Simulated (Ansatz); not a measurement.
InGa3Sb3As:
```cif
data_AsGa3InSb3
_chemical_formula_sum 'In1 As1 Ga3 Sb3'
_space_group_name_H-M_alt 'Pmm2'
_space_group_IT_number 25
_space_group_name_Hall 'P 2 -2'
_cell_length_a 4.30616
_cell_length_b 4.32077
_cell_length_c 12.23420
_cell_angle_alpha 90.000
_cell_angle_beta 90.000
_cell_angle_gamma 90.000
loop_
_space_group_symop_operation_xyz
  'x, y, z'
  '-x, -y, z'
  '-x, y, z'
  'x, -y, z'
loop_
_atom_site_label
_atom_site_type_symbol
_atom_site_symmetry_multiplicity
_atom_site_Wyckoff_symbol
_atom_site_fract_x
_atom_site_fract_y
_atom_site_fract_z
_atom_site_occupancy
In1 In 1 a 0.00000 0.00000 0.98721 1
As1 As 1 b 0.00000 0.50000 0.86234 1
Ga1 Ga 1 d 0.50000 0.50000 0.75450 1
Sb1 Sb 1 c 0.50000 0.00000 0.62998 1
Ga2 Ga 1 a 0.00000 0.00000 0.50488 1
Sb2 Sb 1 b 0.00000 0.50000 0.38011 1
Ga3 Ga 1 d 0.50000 0.50000 0.25453 1
Sb3 Sb 1 c 0.50000 0.00000 0.13090 1
```

Relaxed at zero pressure with PBEsol (plane waves, PAW; program Ansatz).

Problem. The volume is lowered by 9 % and shape and atoms relax at that volume. What pressure results, and how do the axes share the change?

Solution. 6.1 GPa; a -3.1 %, b -3.1 %, c -3.1 %; the energy rises by 45 meV/atom.

Problem. Give the new structure.

Solution. 
Space group Pmm2 (No. 25); a = 4.1709 Å, b = 4.1883 Å, c = 11.8575 Å, α = β = γ = 90.00°

| atom | site | symmetry | x | y | z |
|---|---|---|---|---|---|
| In | 1a | mm2 | 0.0000 | 0.0000 | 0.9866 |
| As | 1b | mm2 | 0.0000 | 0.5000 | 0.8614 |
| Ga | 1d | mm2 | 0.5000 | 0.5000 | 0.7548 |
| Sb | 1c | mm2 | 0.5000 | 0.0000 | 0.6302 |
| Ga | 1a | mm2 | 0.0000 | 0.0000 | 0.5050 |
| Sb | 1b | mm2 | 0.0000 | 0.5000 | 0.3804 |
| Ga | 1d | mm2 | 0.5000 | 0.5000 | 0.2548 |
| Sb | 1c | mm2 | 0.5000 | 0.0000 | 0.1313 |

The phase is kept; no other phase was compared at this pressure.

The start of the workflow was typed in or built on a structure type; neither database checked (COD, Materials Project) lists it. Its standing as an ambient phase is unchecked. Symmetry was held in the PBEsol relaxation; its stability against distortions is not shown here. Spin–orbit coupling is left out wherever it is not named.

Potentials: the earlier of the program's two PAW sets. The files were generated under PBE; for other functionals the program regenerates the frozen cores, and for LDA and PBEsol the local potential too.
